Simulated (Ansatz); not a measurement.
Geometry optimisation in Ansatz: input, command and trajectory.

```yaml
crystal:
  lattice:
    - [-4.36993972, 4.36993972, -4.36993972]
    - [4.36993972, 4.36993972, 4.36993972]
    - [4.36993972, -4.36993972, -4.36993972]
  atoms:
    - { symbol: Zn, position: [0.0072486726, 0.2550225134, 0.7564910692] }
    - { symbol: Zn, position: [0.2444003111, 0.4955175388, 0.2515126446] }
    - { symbol: Zn, position: [0.7436005954, 0.247424223, 0.9995686675] }
    - { symbol: Zn, position: [0.4977540225, 0.5022318841, 0.9988961052] }
    - { symbol: Ga, position: [0.744969871, 0.4992804824, 0.7433054541] }
    - { symbol: Ga, position: [0.4999341286, 0.2458984782, 0.2457441283] }
    - { symbol: In, position: [0.2563382533, 0.2553456697, 0.5053522618] }
    - { symbol: In, position: [0.0039003809, 0.7481735747, 0.2520376602] }
    - { symbol: Sb, position: [0.5020429648, 0.7501945395, 0.7465904862] }
    - { symbol: Sb, position: [0.7516242718, 0.7450923382, 0.4966551475] }
    - { symbol: Sb, position: [0.997290992, 0.9983608605, 0.9953492694] }
    - { symbol: Au, position: [0.2490195981, 0.0032446181, 0.7535507062] }
    - { symbol: Au, position: [0.5039147889, 0.0027081025, 0.4988401634] }
    - { symbol: Au, position: [0.001168678, 0.5022642494, 0.4970127697] }
    - { symbol: Au, position: [0.7474316471, 0.0002382047, 0.2486961393] }
    - { symbol: Au, position: [0.248778357, 0.7472148615, 0.9961053094] }
  symmetry: { detect: false }
basis:
  ecutwfc: 420
kpoints:
  mp_grid: { grid: [2, 2, 2], shift: [0.5, 0.5, 0.5] }
hamiltonian:
  xc: pbe
scf:
  occupations: { method: gaussian, width: 0.1 }
  lower_state_search: "off"
output:
  forces: true
  stress: true
  eigenvalues: true
relax:
  adjacent_minimum: "off"
  f_tol: 0.04
  max_steps: 50
  cell: { stress_tol: 0.3 }
```

```bash
ansatz run input.yaml --threads 4 --pin off --max-ram 9216MiB --backend cpu --events-out ev --progress --plain --runs-dir out
```

The calculation used DFT PBE, scalar-relativistic, plane waves, PAW in Ansatz.

Of 41 frames 10 are shown, positions in Å and forces in eV/Å; the SCF threshold varies from step to step. Steps run on the plane waves of an earlier cell, with a Pulay correction in the pressure. The basis is chosen afresh for the last frame, the zero of the energies, and at times for earlier ones too; energy and pressure step there, also at an unchanged geometry. Here that happened at step 28 (-6 meV/atom, 0.5 GPa); the frames before carry an error of that size.

```xyz
16
Lattice="-4.3699 4.3699 -4.3699 4.3699 4.3699 4.3699 4.3699 -4.3699 -4.3699" Properties=species:S:1:pos:R:3:forces:R:3 pbc="T T T" step=1 free_energy_over_end_meV_per_atom=207.43 pressure_GPa=-1.46
Zn    4.3886   -2.1597   -2.2231    0.3377    0.0208    0.3521
Zn    2.1965    2.1343   -0.0017   -0.0836    0.1675    0.4778
Zn    2.1998   -0.0373   -6.5363   -0.0312    0.1200    0.2519
Zn    4.3847    0.0048   -4.3455    0.1266   -0.1056    0.0310
Ga    2.1746    2.1891   -4.3218   -0.4707   -0.0314   -0.7539
Ga   -0.0362    2.1854   -2.1840   -0.3769    0.0183   -0.3855
In    2.2040    0.0277   -2.2127    0.0511   -0.4136   -0.1654
In    4.3538    2.1851    2.1510   -0.6520   -0.0693   -0.1366
Sb    4.3470    2.2096   -2.1781    0.8394   -0.1982    0.3517
Sb    2.1418    4.3702   -2.1989    0.1067    0.0323    0.3246
Sb    4.3543    4.3713   -4.3449   -0.1096    0.3279    0.0430
Au    2.2189   -2.1906   -4.3670    0.2134    0.4475   -0.2007
Au   -0.0103    0.0340   -4.3701    0.1139    0.2345    0.0432
Au    4.3617    0.0281    0.0178   -0.2036   -0.2745   -0.0746
Au   -2.1784    2.1805   -4.3520    0.3927   -0.0572    0.1069
Au    6.5311   -0.0005   -2.1748   -0.2539   -0.2188   -0.2655
16
Lattice="-4.6756 4.1388 -4.3008 4.6654 4.5294 4.7016 4.3135 -4.5396 -4.3395" Properties=species:S:1:pos:R:3:forces:R:3 pbc="T T T" step=5 free_energy_over_end_meV_per_atom=124.45 pressure_GPa=-0.28
Zn    4.4647   -2.3190   -1.8537   -0.0032    0.0690   -0.0580
Zn    2.2114    2.0374    0.3821    0.0505    0.1763   -0.0944
Zn    1.8873   -0.1466   -6.3347   -0.1366   -0.0979    0.1982
Zn    4.4847   -0.2123   -4.0139   -0.0012    0.1516    0.0088
Ga    1.9276    2.1696   -4.1756   -0.0346   -0.0312   -0.1602
Ga   -0.5936    1.9819   -2.3597   -0.1048   -0.1044   -0.1766
In    2.2359   -0.0744   -2.0669    0.1320   -0.0014   -0.1373
In    4.5573    2.2018    2.3715    0.0514    0.0686    0.1483
Sb    4.8247    2.0056   -1.7369   -0.0386   -0.0530    0.0363
Sb    2.1113    3.9621   -1.8319    0.0124   -0.0159   -0.0032
Sb    4.2467    4.3889   -3.9657   -0.1881   -0.0728    0.1711
Au    2.4810   -1.9065   -4.3952    0.0350    0.0224    0.0259
Au    0.0167   -0.0836   -4.2184    0.1199    0.0901    0.0782
Au    4.1129    0.0317    0.3774    0.0882   -0.1077   -0.0682
Au   -2.3846    1.7399   -4.5658   -0.0374   -0.0570   -0.0545
Au    6.4121   -0.4409   -2.1458    0.0549   -0.0365    0.0856
16
Lattice="-4.4699 3.9563 -3.9920 4.9325 5.3006 4.8738 4.0372 -4.8381 -4.4411" Properties=species:S:1:pos:R:3:forces:R:3 pbc="T T T" step=10 free_energy_over_end_meV_per_atom=71.86 pressure_GPa=-0.27
Zn    4.4847   -2.2681   -2.1885   -0.0209   -0.0449    0.0187
Zn    2.4711    2.2136    0.5491   -0.0022   -0.0490   -0.1415
Zn    1.6099   -0.6200   -6.1354   -0.2915   -0.0629   -0.0188
Zn    4.2998    0.4191   -3.7569   -0.0469    0.1184   -0.0156
Ga    1.8871    2.2119   -3.9897    0.0876    0.0806    0.0505
Ga   -1.1711    1.7187   -2.3241   -0.0302   -0.0638    0.0242
In    2.2925   -0.0553   -1.8123   -0.2201   -0.0258    0.1120
In    4.7896    3.0207    2.4048    0.3187   -0.0224    0.0375
Sb    4.8847    1.9534   -1.3581    0.0194    0.0080   -0.0611
Sb    2.0066    3.9403   -1.5320    0.2557   -0.0341    0.0760
Sb    4.2622    4.6939   -3.3191    0.1461   -0.0180   -0.0218
Au    3.0272   -1.8472   -4.3508    0.0605    0.0716    0.0764
Au    0.2817    0.1216   -3.9276    0.0335   -0.0223   -0.0321
Au    4.2453    0.1263    0.7477   -0.1071    0.1860   -0.0221
Au   -2.2526    1.2365   -4.8872   -0.1287   -0.2465   -0.0677
Au    6.4278   -0.3906   -2.3009   -0.0738    0.1252   -0.0148
16
Lattice="-4.3106 3.9430 -3.7200 4.8633 5.4362 4.6606 4.2176 -4.8835 -4.5675" Properties=species:S:1:pos:R:3:forces:R:3 pbc="T T T" step=14 free_energy_over_end_meV_per_atom=40.39 pressure_GPa=-0.29
Zn    4.4609   -2.1946   -2.2471   -0.0883    0.0404   -0.0092
Zn    2.1825    2.1880    0.4872    0.0336   -0.0064   -0.0218
Zn    1.6625   -0.8889   -5.9728   -0.0169   -0.0449    0.0619
Zn    4.3364    0.6357   -3.8236    0.0258   -0.0283   -0.0200
Ga    2.2372    2.2612   -3.9999    0.0305    0.0271    0.0253
Ga   -1.1437    1.7354   -2.3959   -0.0131   -0.0320    0.0067
In    2.3704   -0.1812   -1.6104    0.0001   -0.0276    0.0897
In    4.8365    3.1788    1.9910   -0.0387   -0.0143   -0.0472
Sb    4.9875    1.9281   -1.3990   -0.0724   -0.0316    0.0372
Sb    2.4337    3.9221   -1.5942    0.0364   -0.0406   -0.1330
Sb    4.7019    4.8104   -3.4905    0.0481    0.0330    0.0412
Au    3.8282   -1.7531   -4.7495    0.0554   -0.0618   -0.0248
Au    0.5712    0.2424   -3.8207   -0.0332   -0.0067   -0.0676
Au    4.1665    0.4583    0.9114   -0.0116    0.1453   -0.0391
Au   -2.1514    0.9178   -4.7958    0.0377    0.0214    0.0577
Au    6.4980   -0.3834   -2.5223    0.0067    0.0270    0.0430
16
Lattice="-4.3881 4.1579 -3.4526 4.7352 5.4899 4.4374 4.4705 -5.1427 -4.5198" Properties=species:S:1:pos:R:3:forces:R:3 pbc="T T T" step=19 free_energy_over_end_meV_per_atom=31.31 pressure_GPa=0.00
Zn    4.4891   -2.0460   -2.2332    0.0611   -0.0529    0.0561
Zn    2.1550    2.4657    0.6221    0.0227   -0.0368   -0.0640
Zn    1.8729   -1.1655   -5.4576    0.0011   -0.0013    0.0162
Zn    4.5186    0.3291   -4.0374   -0.0591    0.0601   -0.0193
Ga    2.5411    2.0841   -3.9053    0.0300    0.0005    0.0137
Ga   -1.2147    1.5884   -2.2962   -0.0385   -0.0047    0.0338
In    2.3702   -0.3214   -1.4635    0.1032    0.1032   -0.0196
In    4.7625    3.3159    1.7283   -0.0174    0.0825    0.0065
Sb    4.9409    1.7841   -1.4612    0.0107   -0.1032   -0.0019
Sb    2.3188    3.9351   -1.7421   -0.0447    0.0525    0.0204
Sb    4.9923    4.8071   -3.1680   -0.0950    0.0058    0.0277
Au    4.1915   -2.1673   -4.8684    0.0440   -0.0064    0.0065
Au    0.6177    0.3468   -3.7361    0.0014    0.0068    0.0203
Au    4.0087    0.6790    0.9619    0.0444   -0.0759   -0.0688
Au   -2.1467    0.9442   -4.7482   -0.0077   -0.0607   -0.0510
Au    6.6470   -0.4110   -2.4406   -0.0562    0.0308    0.0232
16
Lattice="-4.4241 4.2658 -3.3759 4.6934 5.5355 4.3763 4.5148 -5.2663 -4.4670" Properties=species:S:1:pos:R:3:forces:R:3 pbc="T T T" step=23 free_energy_over_end_meV_per_atom=28.03 pressure_GPa=-0.18
Zn    4.5438   -2.2156   -2.1729    0.0076   -0.0137   -0.0214
Zn    2.1680    2.4532    0.5621   -0.0121    0.0114    0.0199
Zn    1.8836   -1.2035   -5.3170    0.0315    0.0121    0.0176
Zn    4.3933    0.2997   -4.0523   -0.0107   -0.0211   -0.0124
Ga    2.5682    2.1849   -3.8216   -0.0019    0.0220   -0.0065
Ga   -1.2216    1.5106   -2.2318   -0.0115   -0.0044   -0.0065
In    2.4585   -0.3615   -1.3715    0.0201   -0.0185   -0.0045
In    4.6743    3.4146    1.7229   -0.0141   -0.0132    0.0132
Sb    5.0035    1.7201   -1.4742    0.0041    0.0002   -0.0052
Sb    2.2269    4.0291   -1.7047    0.0139    0.0253   -0.0092
Sb    4.9443    4.8568   -3.0824   -0.0211   -0.0142    0.0122
Au    4.2070   -2.2615   -4.8112   -0.0428    0.0229   -0.0122
Au    0.7073    0.3747   -3.5934    0.0181   -0.0127   -0.0182
Au    4.0384    0.7011    0.9562    0.0276    0.0136    0.0200
Au   -2.1843    0.9999   -4.7329    0.0154    0.0127    0.0203
Au    6.5517   -0.4928   -2.4844   -0.0240   -0.0223   -0.0072
16
Lattice="-4.4275 4.2976 -3.3748 4.6553 5.5327 4.3821 4.5261 -5.3049 -4.4807" Properties=species:S:1:pos:R:3:forces:R:3 pbc="T T T" step=28 free_energy_over_end_meV_per_atom=20.62 pressure_GPa=0.53
Zn    4.5457   -2.5107   -2.2448   -0.0009   -0.0011    0.0268
Zn    2.1574    2.4516    0.5151    0.0173    0.0034   -0.0180
Zn    1.9472   -1.1408   -5.3605   -0.0130   -0.0357   -0.0172
Zn    4.1551    0.2426   -4.0782   -0.0117    0.0043    0.0028
Ga    2.5246    2.3364   -3.8298   -0.0170    0.0025   -0.0047
Ga   -1.1766    1.3534   -2.2623    0.0149   -0.0017   -0.0183
In    2.6180   -0.4198   -1.2671   -0.0120    0.0008    0.0027
In    4.5578    3.5123    1.8653    0.0166    0.0059   -0.0079
Sb    5.0144    1.7511   -1.5163    0.0076    0.0175    0.0140
Sb    2.2062    4.0922   -1.6864    0.0005   -0.0106    0.0008
Sb    4.9402    4.8306   -3.1001   -0.0068    0.0168   -0.0036
Au    4.1882   -2.3268   -4.9218    0.0137    0.0033   -0.0004
Au    0.8952    0.3415   -3.5185    0.0239    0.0149    0.0129
Au    4.1177    0.8236    0.9798   -0.0227   -0.0140   -0.0003
Au   -2.2219    1.0401   -4.7050   -0.0034   -0.0069   -0.0053
Au    6.3162   -0.5507   -2.5678   -0.0068    0.0006    0.0157
16
Lattice="-4.4584 4.3653 -3.2728 4.6225 5.7457 4.4891 4.4913 -5.5816 -4.5220" Properties=species:S:1:pos:R:3:forces:R:3 pbc="T T T" step=32 free_energy_over_end_meV_per_atom=14.49 pressure_GPa=-0.16
Zn    4.5389   -2.7239   -2.2089   -0.1342   -0.0860    0.0378
Zn    2.1180    2.6734    0.5941    0.1032   -0.1026    0.0064
Zn    1.7733   -1.4946   -5.2682    0.0663   -0.0733    0.0158
Zn    3.9064    0.0368   -4.0147    0.0225   -0.0341   -0.0518
Ga    2.5457    2.4168   -3.6610    0.0807   -0.0109    0.0789
Ga   -1.0470    1.2091   -2.3199    0.0403   -0.0063   -0.0201
In    2.6816   -0.5719   -1.1242   -0.0238   -0.0041    0.0266
In    4.5120    3.6466    1.9247   -0.0206   -0.0258   -0.0237
Sb    4.9899    1.7171   -1.4796   -0.0214   -0.0004    0.0078
Sb    2.0719    4.2940   -1.6132   -0.0126    0.0326   -0.0302
Sb    4.8508    4.9267   -2.9331    0.0445    0.0243    0.0243
Au    4.1176   -2.5822   -4.9818   -0.1000    0.0432   -0.0482
Au    1.1411    0.2403   -3.4402   -0.0116    0.0370    0.0060
Au    3.9867    0.9093    1.0312   -0.1359    0.0810   -0.0078
Au   -2.3289    0.9830   -4.6611    0.0642    0.0405   -0.0585
Au    6.1346   -0.6522   -2.4922    0.0384    0.0851    0.0367
16
Lattice="-4.5938 4.3509 -3.1034 4.6035 5.8009 4.5437 4.5888 -5.7912 -4.5387" Properties=species:S:1:pos:R:3:forces:R:3 pbc="T T T" step=37 free_energy_over_end_meV_per_atom=3.07 pressure_GPa=0.18
Zn    4.3482   -2.6485   -2.2017   -0.0281    0.0164    0.0010
Zn    1.8974    2.9561    0.7186    0.0200   -0.1531    0.0065
Zn    1.7882   -2.1584   -4.8008    0.1864    0.1111   -0.0964
Zn    4.1878   -0.3946   -3.9158    0.0249    0.0060   -0.0399
Ga    3.1373    2.3110   -3.2471    0.0140    0.1005   -0.0108
Ga   -0.7798    0.9779   -2.5636    0.0029   -0.0142    0.0276
In    2.3989   -0.5865   -1.2429    0.0256    0.0356   -0.0095
In    4.4284    3.6791    1.7123   -0.1629    0.0985    0.0296
Sb    5.1081    1.3269   -0.9982   -0.1878    0.0164   -0.1218
Sb    1.7719    4.5467   -1.6340    0.0115   -0.1191    0.1344
Sb    4.8801    4.8651   -2.4553   -0.0255   -0.0740   -0.0149
Au    4.2365   -3.0046   -5.2556   -0.0177    0.0832   -0.0089
Au    1.4999    0.3288   -3.7913   -0.0749   -0.0150   -0.0487
Au    3.2864    0.8198    1.1420    0.0821   -0.0103   -0.0097
Au   -2.6832    1.0117   -4.5179    0.0623   -0.0610    0.0432
Au    6.3786   -0.8099   -2.1946    0.0672   -0.0211    0.1183
16
Lattice="-4.5796 4.3556 -3.0870 4.6046 5.8112 4.5177 4.5911 -5.7862 -4.5292" Properties=species:S:1:pos:R:3:forces:R:3 pbc="T T T" step=41 free_energy_over_end_meV_per_atom=0.00 pressure_GPa=0.03
Zn    4.2812   -2.5949   -2.2578    0.0138   -0.0036   -0.0130
Zn    1.9074    2.8450    0.8197   -0.0123    0.0082    0.0393
Zn    1.8512   -2.1107   -4.7909   -0.0181    0.0327   -0.0182
Zn    4.1967   -0.3097   -3.9292   -0.0117   -0.0052    0.0043
Ga    3.1416    2.3559   -3.2331    0.0034   -0.0017    0.0193
Ga   -0.7853    1.0097   -2.5448   -0.0026   -0.0055   -0.0189
In    2.4005   -0.5601   -1.3047   -0.0063    0.0027   -0.0232
In    4.4228    3.7418    1.6798   -0.0062    0.0226   -0.0134
Sb    5.1115    1.3563   -1.0241    0.0015   -0.0109   -0.0232
Sb    1.7790    4.4972   -1.5629    0.0026    0.0004    0.0159
Sb    4.8967    4.8087   -2.4887    0.0164   -0.0261    0.0218
Au    4.2637   -3.0183   -5.1785   -0.0023    0.0083   -0.0071
Au    1.4658    0.3986   -3.8395   -0.0049   -0.0002   -0.0142
Au    3.3666    0.7585    1.0968    0.0176   -0.0209    0.0281
Au   -2.6755    1.0067   -4.4936    0.0029   -0.0044    0.0175
Au    6.3909   -0.8097   -2.1673    0.0061    0.0037   -0.0150
```

Time: 2.4 min on 4 threads of AMD EPYC 9R45 96-Core Processor (Zen 5) (shared host), peak memory 1.4 GiB.

The k mesh is coarse. Spin–orbit coupling is left out, which can shift energies with elements as heavy as these.